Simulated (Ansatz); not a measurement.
CeO2:
```
CeO2
1.0
    5.07639     0.00000     0.00000
    0.00000     5.07639     0.00000
    0.00000     0.00000     3.60295
Ce O
2 4
Direct
  0.50000   0.50000   0.50000
  0.00000   0.00000   0.00000
  0.81296   0.18704   0.50000
  0.18704   0.81296   0.50000
  0.31296   0.31296   0.00000
  0.68704   0.68704   0.00000
```

Relaxed with PBEsol. Special points in fractions of this cell's reciprocal vectors: Γ (0.000, 0.000, 0.000); X (0.000, 0.500, 0.000); M (0.500, 0.500, 0.000); Z (0.000, 0.000, 0.500); R (0.000, 0.500, 0.500); A (0.500, 0.500, 0.500).

**Question.** List the band energies nearest the valence-band maximum at these points for the program Ansatz at the PBEsol with spin–orbit coupling level (PAW).

**Answer.** In eV from the valence-band maximum; about four levels below and three above (degenerate sets whole), none deeper than 8.9 eV; points with the same levels are listed once.

```tsv
k	below	above
Γ	-0.23 -0.23 0.00 0.00	2.09 2.09 2.19 2.19
X	-0.55 -0.55 -0.55 -0.55	2.13 2.13 2.13 2.13
M	-0.48 -0.48 -0.48 -0.48	2.05 2.05 2.05 2.05
Z	-0.05 -0.05 -0.05 -0.05	2.20 2.20 2.20 2.20
R	-0.42 -0.42 -0.18 -0.18	2.08 2.08 2.12 2.12
A	-0.42 -0.42 -0.42 -0.42	2.12 2.12 2.12 2.12
```

Space group P4_2/mnm (rutile). The workflow started from a Materials Project entry (that database holds measured and hypothetical structures alike); the Crystallography Open Database copy checked does not list it. It is not the phase usual at ambient conditions (space group No. 225). The cell was relaxed with PBEsol under the symmetry of its start; whether a distortion lowers the energy is not shown. No spin polarisation was allowed. The 4f shell is in the valence. No Hubbard U is applied.

Potentials: the later of the program's two PAW sets.
